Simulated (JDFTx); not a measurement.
System: Ru(0001) (P6_3/mmc bulk; lattice of mp-33, not re-optimised at this level), 1x1 cell of 4 atoms in 4 planes, area 6.35 Å² a face, 6.3 Å between the outermost planes in a cell 22.4 Å high; k mesh 10×10×1, Fermi width 0.01 Ha, no spin polarisation.

Final geometry:
```
4
Lattice="2.708 0.000 0.000 -1.354 2.345 0.000 0.000 0.000 22.400" Properties=species:S:1:pos:R:3 pbc="T T F"
Ru     0.000     1.563     8.040
Ru     1.354     0.782    10.133
Ru     0.000     1.563    12.267
Ru     1.354     0.782    14.360
```

All numbers are PBE, GBRV ultrasoft potentials, plane waves to 20/100 Ha results from JDFTx (a modified build), not measurements. Liquid on both sides: CANDLE, water, 1 M NaCl; nuclei fixed, outer atoms relaxed in vacuum. SHE scale: U = −μ/e − 4.44 V, by convention. This is a symmetric, unreconstructed model surface, and the continuum liquid cannot react with it. On the negative side CANDLE's cavity feels the periodic box, so those points shift with the cell height. Convergence in thickness and k mesh wasn't tested for this slab.

```
U (V vs SHE)  μ (eV)  excess electrons per cell  σ (μC/cm², per face)              run
------------  ------  -------------------------  --------------------  ---------------
-0.65          -3.79                      0.252                 -31.7  fixed potential
-0.45          -3.99                      0.206                 -26.0  fixed potential
-0.25          -4.19                      0.168                 -21.2  fixed potential
0.00           -4.44                      0.063                  -8.0     fixed charge
0.10           -4.54                      0.025                  -3.2  fixed potential
0.25           -4.69                      0.000                   0.0          neutral
0.40           -4.84                        ___                   ___  fixed potential
```

Question: Fill in the missing entries, row by row.

Answer: 
- 0.40, excess electrons per cell: -0.018
- 0.40, σ (μC/cm², per face): 2.2
